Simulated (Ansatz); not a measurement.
# What DFT gives for SrCuSn₂

```yaml
crystal:
  lattice:
    - [4.61290, 0.00000, 0.00000]
    - [2.30645, -9.86675, 0.00000]
    - [0.00000, 0.00000, -4.56243]
  atoms:
    - { symbol: Sn, position: [0.04200, 0.91600, 0.75000] }
    - { symbol: Sn, position: [0.95800, 0.08400, 0.25000] }
    - { symbol: Sr, position: [0.39100, 0.21800, 0.75000] }
    - { symbol: Sr, position: [0.60900, 0.78200, 0.25000] }
    - { symbol: Sn, position: [0.75100, 0.49800, 0.75000] }
    - { symbol: Sn, position: [0.24900, 0.50200, 0.25000] }
    - { symbol: Cu, position: [0.17400, 0.65200, 0.75000] }
    - { symbol: Cu, position: [0.82600, 0.34800, 0.25000] }
```

Method: r2SCAN, no spin polarisation; PAW, plane waves to 500 eV, 7×7×7 Γ-centred mesh, fermi-dirac occupations (width 0.1 eV) (Ansatz 0.2.0), atoms fixed.

Q: What happens at the Fermi level?

A: It is a metal, with about 2.7 states/eV a cell as the mean within 0.25 eV of the Fermi level, mostly Sn p (67 %).

Q: What is the formation energy?

A: -0.46 eV an atom against the elements' usual phases (free molecules for gases, crystals otherwise, with no correction for O₂ or N₂), so it is bound against them; other compounds may still compete. Relaxing would lower it.

Q: Is the cell too large or too small?

A: The pressure is -1.1 GPa (compression positive), so with the atoms held at these fractions the cell would first shrink. The principal stresses -1.8, -0.9, -0.7 GPa differ, so its shape would change too.

Q: Which element gives electrons and which takes them?

A: Bader charges in e: Sr +1.40, Cu -0.41, Sn -0.72 to -0.26. In the mean Sr gives up most and Sn takes most.

Q: Describe some of the short contacts.

A: Sn–Cu at 2.60 Å: least valence density 0.34 e/Å³ and ELF 0.38 there. Sn–Sn at 2.82 Å: least valence density 0.34 e/Å³ and ELF 0.56 there. Sr–Cu at 3.49 Å: least valence density 0.07 e/Å³ and ELF 0.07 there. Both are smooth PAW fields, read partly inside the augmentation spheres.

Q: Which atom feels the largest force, and which way?

A: The largest is on Sn1 (and as large on other atoms): 0.23 eV/Å, components (0.00, 0.23, 0.00). It makes 0° with the line to a nearest neighbour, Cu7 at 2.60 Å, pointing towards it.

Origin: a database entry at a rescaled volume.
